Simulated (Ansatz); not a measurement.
**BeCl₃: relaxation (Ansatz)**

The command:

```bash
ansatz run input.yaml --threads 2 --pin off --max-ram 2560MiB --backend cpu --events-out ev --progress --plain --runs-dir out
```

The input file (Ansatz 0.2.0, plane waves):

```yaml
crystal:
  lattice:
    - [6.914986, 0.0, 0.0]
    - [-3.457493, 5.988554, 0.0]
    - [0.0, 0.0, 3.947406]
  atoms:
    - { symbol: Cl, position: [0.3877, 0.3019, 0.25] }
    - { symbol: Cl, position: [0.0858, 0.3877, 0.75] }
    - { symbol: Cl, position: [0.6981, 0.0858, 0.25] }
    - { symbol: Cl, position: [0.6123, 0.6981, 0.75] }
    - { symbol: Cl, position: [0.9142, 0.6123, 0.25] }
    - { symbol: Cl, position: [0.3019, 0.9142, 0.75] }
    - { symbol: Be, position: [0.3333, 0.6667, 0.25] }
    - { symbol: Be, position: [0.6666, 0.3333, 0.75] }
  symmetry: { tolerance: 0.0003 }
kpoints:
  mp_grid: { grid: [5, 5, 8], shift: [0, 0, 0] }
magnetization:
  spin_polarized: false
scf:
  occupations: { method: fermi_dirac }
  lower_state_search: "off"
hamiltonian:
  pseudopotentials: { kind: paw }
  xc: r2scan
basis:
  ecutwfc: 500
  fft_grid_basis: typed
relax:
  max_steps: 60
  cell: { p_target: 5.0 }
  f_tol: 0.03
output:
  forces: true
  stress: true
  eigenvalues: true
  bader: true
  populations: true
  elf: true
  write_potential: true
  volumetric_format: npy
  dos:
    e_range: [-12, 8]
    de: 0.05
    projected: { site_lists: { Be: [Be], Cl: [Cl] } }
  write_density: true
checkpoint:
  read: saved_state
```

Origin of the cell: a known structure type with other elements, at an estimated volume, so it need not be a known compound.

The smearing width isn't typed, so it takes its default of 0.1 eV.

The saved state is a converged single point of the same cell.

Steps («new basis» is an SCF on plane waves selected anew at the same cell):

| step | ΔH (meV/atom) | max force component (eV/Å) | P (GPa) | volume (Å³) | SCF iterations | step was |
| --- | --- | --- | --- | --- | --- | --- |
| 1 | 0.0 | 0.418 | -4.48 | 163.47 | 4 | accepted |
| 2 | -110.2 | 0.339 | 1.64 | 145.23 | 6 | accepted |
| 3 | -173.4 | 0.612 | 5.31 | 137.02 | 6 | accepted |
| 4 | -289.0 | 0.676 | 7.26 | 134.07 | 6 | accepted |
| 5 | -416.8 | 0.354 | 8.53 | 133.59 | 6 | accepted |
| 6 | -489.2 | 0.087 | 6.88 | 139.98 | 6 | accepted |
| 7 | -504.0 | 0.034 | 5.34 | 146.20 | 6 | accepted |
| 8 | -513.7 | 0.083 | 5.45 | 148.84 | 5 | accepted |
| 9 | -530.9 | 0.146 | 5.44 | 153.15 | 7 | accepted |
| 10 | -485.4 | 0.359 | 7.22 | 155.98 | 6 | rejected |
| 11 | -532.5 | 0.199 | 3.67 | 156.53 | 8 | accepted |
| 12 | -532.8 | 0.112 | 4.70 | 159.09 | 6 | accepted |
| 13 | -534.8 | 0.027 | 4.94 | 155.39 | 5 | accepted |
| 14 | -535.0 | 0.012 | 4.98 | 155.14 | 5 | accepted |
| 15 | -535.0 | 0.000 | 5.00 | 155.12 | 6 | accepted |
| 16 | -535.3 | 0.000 | 5.01 | 155.12 | 6 | new basis |

Before:

Space group P6_3/m (No. 176); the run's cell has a = 6.915 Å, b = 6.915 Å, c = 3.947 Å, α = 90.00°, β = 90.00°, γ = 120.00°. Shortest distances: Be–Cl 2.69 Å, Cl–Cl 3.09 Å.

After:

Space group P6_3/m (No. 176); the run's cell has a = 8.132 Å, b = 8.132 Å, c = 2.709 Å, α = 90.00°, β = 90.00°, γ = 120.00°. Shortest distances: Be–Cl 2.23 Å, Cl–Cl 2.71 Å, Be–Be 2.71 Å.

```xyz
8
Lattice="8.1317 0.0000 0.0000 -4.0659 7.0423 0.0000 0.0000 0.0000 2.7088" Properties=species:S:1:pos:R:3 pbc="T T T"
Cl    2.3444    1.9262    0.6772
Cl   -0.4959    2.9934    2.0316
Cl    5.2914    1.0672    0.6772
Cl    1.7215    5.1161    2.0316
Cl    4.5618    4.0489    0.6772
Cl   -1.2256    5.9751    2.0316
Be    0.0000    4.6949    0.6772
Be    4.0659    2.3474    2.0316
```

```
Enthalpy lowered by     : 535.3 meV/atom
Volume change           : -5.10 %
Final pressure          : 5.01 GPa
Relaxation steps listed : 16
```

Caveats: no spin, though holes on the anions or broken bonds may carry moments; the relaxation held the start's symmetry, so the end may be a saddle point.

Time: 3.5 min on 2 threads of Arm Neoverse V1, with other jobs on the host, peak memory 0.87 GiB, from a saved density.
